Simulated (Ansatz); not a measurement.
Consider the following.

NbAs:
```yaml
crystal:
  lattice:
    - [3.18034, 0.00000, 0.00000]
    - [0.00000, 3.18034, 0.00000]
    - [0.00000, 0.00000, 3.18034]
  atoms:
    - { symbol: Nb, position: [0.00000, 0.00000, 0.00000] }
    - { symbol: As, position: [0.50000, 0.50000, 0.50000] }
```

This is the PBEsol-relaxed structure.

**Question.** All from PBEsol in the plane-wave PAW code Ansatz, unless another level is named. Estimate the Debye temperature from the elastic constants.

**Answer.** 481 K.

**Question.** Predict the highest zone-centre frequency.

**Answer.** 21.9 meV.

Space group Pm-3m (CsCl type). A made-up cell: these elements were put on the sites of a structure type; neither database checked (COD, Materials Project) lists it. COD files the formula under space group No. 109, so this cell is another polymorph or a model. Whether it is the stable phase at ambient conditions was not checked. Symmetry was held in the PBEsol relaxation; of distortions, only those at the zone centre were tested. No spin polarisation was allowed. As this level gives no gap, shear constants depend on the k-mesh and smearing (Fermi–Dirac, 0.1 eV here).

Potentials: the later of the program's two PAW sets.
